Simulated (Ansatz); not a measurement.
LiNbO3:
Space group R3c, hexagonal axes (No. 161); a = b = 5.1342 Å, c = 13.8266 Å, α = β = 90.00°, γ = 120.00°

```json
[
 {"atom": "Li", "site": "6a", "symmetry": "3.", "x": "0.0000", "y": "0.0000", "z": "0.2192"},
 {"atom": "Nb", "site": "6a", "symmetry": "3.", "x": "0.0000", "y": "0.0000", "z": "0.0016"},
 {"atom": "O", "site": "18b", "symmetry": "1", "x": "0.0107", "y": "0.3800", "z": "0.2707"}
]
```
(The calculation used a cell of 10 atoms; values per cell refer to that cell.)

Relaxed with PBEsol.

Question: Give the optical modes at the zone centre with their infrared activity from DFPT, PBEsol (plane waves, PAW; program Ansatz).

Answer: Transverse frequencies, without the LO–TO term; a row sums one degenerate level.

| ω (cm⁻¹) | degeneracy | IR ((D/Å)²/amu) | activity | symmetry |
|---|---|---|---|---|
| 148 | 2 | 47.99 | IR | E |
| 212 | 1 | 0.00 | IR-inactive | A2 |
| 219 | 2 | 4.50 | IR | E |
| 241 | 1 | 55.46 | IR | A1 |
| 258 | 2 | 44.78 | IR | E |
| 270 | 1 | 0.04 | IR | A1 |
| 287 | 1 | 0.00 | IR-inactive | A2 |
| 313 | 2 | 21.58 | IR | E |
| 334 | 1 | 0.91 | IR | A1 |
| 348 | 2 | 27.60 | IR | E |
| 360 | 2 | 0.29 | IR | E |
| 397 | 1 | 0.00 | IR-inactive | A2 |
| 418 | 2 | 3.15 | IR | E |
| 441 | 1 | 0.00 | IR-inactive | A2 |
| 568 | 2 | 116.77 | IR | E |
| 610 | 1 | 57.55 | IR | A1 |
| 659 | 2 | 3.63 | IR | E |
| 876 | 1 | 0.00 | IR-inactive | A2 |

Question: How high does the top mode go among those that the LO–TO term moves?

Answer: 846 cm⁻¹ for q along x, 846 cm⁻¹ for q along y, 837 cm⁻¹ for q along z.

The cell was relaxed with PBEsol under the symmetry of its start. No spin polarisation was allowed.

Potentials: the later of the program's two PAW sets.
